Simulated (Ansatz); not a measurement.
**Relaxing a structure of SnSe**

The start is a relaxed SnSe cell displaced along its unstable phonon at q = Γ (15i cm⁻¹), largest move 0.15 Å. Cell shape, volume and atoms are optimised at zero target pressure with PBE (plane waves to 420 eV, PAW, scalar-relativistic; Ansatz, an electronic-structure program). The first steps use a coarse 5×6×2 k-mesh.

Input geometry:
```
SnSe
1.0
    5.30391     0.00000     0.00000
    0.00000     4.06761     0.00000
    0.00000     0.00000    12.18428
Se Sn
4 4
Direct
  0.97715   0.71312   0.86281
  0.02285   0.21312   0.13719
  0.52285   0.28688   0.36281
  0.47715   0.78688   0.63719
  0.21833   0.78601   0.44111
  0.78167   0.28601   0.55889
  0.28167   0.21399   0.94111
  0.71833   0.71399   0.05889
```

Q: Which atoms feel the largest initial force, and how large is it?

A: 0.02 eV/Å, on Sn5, Sn6, Sn7, Sn8 (atoms numbered as listed).

Q: How much energy is released per atom?

A: 0.06 eV/atom.

Q: How does the volume per atom move from start to end?

A: -13.8 %, from 32.86 to 28.33 Å³/atom.

Q: Write out the relaxed structure.

A: 
```cif
data_Se4Sn4
_chemical_formula_sum 'Se4 Sn4'
_space_group_name_H-M_alt 'Pnma'
_space_group_IT_number 62
_space_group_name_Hall '-P 2ac 2n'
_cell_length_a 11.78224
_cell_length_b 4.20168
_cell_length_c 4.57842
_cell_angle_alpha 90.000
_cell_angle_beta 90.000
_cell_angle_gamma 90.000
loop_
_atom_site_label
_atom_site_type_symbol
_atom_site_symmetry_multiplicity
_atom_site_Wyckoff_symbol
_atom_site_fract_x
_atom_site_fract_y
_atom_site_fract_z
_atom_site_occupancy
Se1 Se 4 c 0.14534 0.25000 0.02274 1
Sn1 Sn 4 c 0.37895 0.25000 0.11666 1
```

Final values are on a 3×8×7 k-mesh of the relaxed cell. No spin polarisation in the result.

The run could not lose the symmetry of its start.

The first start was generated by placing the elements on the sites of a structure type. A measured structure of SnSe has the same space group, Pnma (No. 62); the sites were not compared with it.
